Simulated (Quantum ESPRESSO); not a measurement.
Space group I4/mmm (No. 139); a = 8.9441 Å, b = 8.9441 Å, c = 5.2235 Å, α = 90.00°, β = 90.00°, γ = 90.00°

```tsv
atom	site	symmetry	x	y	z
O	8f	..2/m	0.2500	0.2500	0.2500
O	8i	m2m.	0.0000	0.2086	0.0000
Si	8h	m.2m	0.1769	0.1769	0.0000
```
(The calculation used a cell of 12 atoms; values per cell refer to that cell.)

The geometry is that of Materials Project entry mp-1179454, symmetrised and not relaxed again.

**Question.** What does PBEsol (pw.x of Quantum ESPRESSO, ONCV potentials, without SOC) give for the electronic structure near the Fermi level?

**Answer.** The PBEsol gap is 5.57 eV and nearly direct: the edges lie at M and Γ, the smallest direct gap within 0.02 eV of it. Another valence extremum on the path lies within 0.02 eV, too close to call. 

This is not the ordinary phase of the substance; no match was found in the copy of COD used, and its stability was not checked.
